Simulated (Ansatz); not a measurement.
In2Si2O7 (space group C2/m)

```
CELL_PARAMETERS angstrom
      3.31601    -4.32478     0.00000
      3.31601     4.32478     0.00000
     -1.03639     0.00000     4.61007
ATOMIC_POSITIONS crystal
  In 0.30760 0.69240 0.00000
  In 0.69240 0.30760 0.00000
  Si 0.22170 0.22170 0.40975
  Si 0.77830 0.77830 0.59025
  O  0.92110 0.60754 0.78140
  O  0.07890 0.39246 0.21860
  O  0.39246 0.07890 0.21860
  O  0.60754 0.92110 0.78140
  O  0.00000 0.00000 0.50000
  O  0.60785 0.60785 0.28250
  O  0.39215 0.39215 0.71750
```

The volume is varied about the relaxed value V₀ at fixed cell shape. The atoms relax within the cell's symmetry.

The numbers are results of PBEsol (plane waves to 420 eV, PAW, scalar-relativistic; Ansatz, an electronic-structure program), not measurements. k mesh 5×5×6 (Γ-centred), Fermi-Dirac smearing 0.05 eV. E stands for the smeared free energy. Compression counts positive. With the shape held, the modulus is that of even scaling; a crystal free to change shape is softer. In2Si2O7 was relaxed with its symmetry unable to fall. ΔE is measured from the relaxed starting cell.

The scan covers V/V₀ from 0.900 to 1.100 in 13 points.

What is ΔE at V/V₀ = 0.900?

72.9 meV/atom.

What pressure does the cell carry at V/V₀ = 0.900?

21.1 GPa.

What is ΔE at V/V₀ = 1.100?

51.9 meV/atom.

(Under strain, the slope of the energy per volume gives the stress and its curvature an elastic modulus.)
